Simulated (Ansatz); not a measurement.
## Tl under compression and expansion

```
Tl
1.0
     3.45600    0.00000    0.00000
    -1.72800    2.99298    0.00000
     0.00000    0.00000    5.52500
Tl
2
Direct
  0.33333 0.66667 0.25000
  0.66667 0.33333 0.75000
```

The conventional cell has a = 3.456 Å, b = 3.456 Å, c = 5.525 Å, α = 90.00°, β = 90.00°, γ = 120.00°. Tl (atom 1) is surrounded by 12 Tl at 3.41 to 3.46 Å.

Structure: COD 9008519, as refined from experiment and not relaxed.

Spin–orbit coupling is left out, though it moves levels of the heavy atoms by tenths of an eV or more.

All numbers are computed: DFT, LDA, all-electron LAPW, scalar-relativistic (Ansatz 0.2.0); DFT, LDA, PAW with Ansatz's default frozen-core files, scalar-relativistic (Ansatz 0.2.0).

For LAPW: a Γ-centred 11×11×6 k mesh, Fermi–Dirac smearing of 0.05 eV, basis error target 0.5 meV/atom, no spin polarisation. PAW takes a cutoff of 420 eV at this cell (files made with PBE, cores remade for this functional). The Ansatz runs share mesh, smearing and spin set-up. Plane-wave (PAW) pressures include the program's estimate of the Pulay term.

The cell above is scaled evenly, with fractional coordinates and shape held.

```json
{"V/V(cell)": "0.9400", "V (Å³/atom)": "26.860", "P, LAPW (GPa)": "0.65", "P, PAW (GPa)": "0.64"}
{"V/V(cell)": "0.9600", "V (Å³/atom)": "27.432", "P, LAPW (GPa)": "-0.27", "P, PAW (GPa)": "-0.28"}
{"V/V(cell)": "0.9800", "V (Å³/atom)": "28.003", "P, LAPW (GPa)": "-1.07", "P, PAW (GPa)": "-1.08"}
{"V/V(cell)": "0.9900", "V (Å³/atom)": "28.289", "P, LAPW (GPa)": "-1.43", "P, PAW (GPa)": "-1.44"}
{"V/V(cell)": "1.0000", "V (Å³/atom)": "28.575", "P, LAPW (GPa)": "-1.77", "P, PAW (GPa)": "-1.78"}
{"V/V(cell)": "1.0100", "V (Å³/atom)": "28.860", "P, LAPW (GPa)": "-2.09", "P, PAW (GPa)": "-2.09"}
{"V/V(cell)": "1.0200", "V (Å³/atom)": "29.146", "P, LAPW (GPa)": "-2.38", "P, PAW (GPa)": "-2.39"}
{"V/V(cell)": "1.0400", "V (Å³/atom)": "29.718", "P, LAPW (GPa)": "-2.92", "P, PAW (GPa)": "-2.93"}
{"V/V(cell)": "1.0600", "V (Å³/atom)": "30.289", "P, LAPW (GPa)": "-3.39", "P, PAW (GPa)": "-3.40"}
```

(1) What do Birch–Murnaghan fits to the pressures give?

## Answers

(1) LAPW: V0 = 27.26 Å³/atom, B0 = 43 GPa, B0′ = 5.3; PAW: V0 = 27.25 Å³/atom, B0 = 43 GPa, B0′ = 5.3.
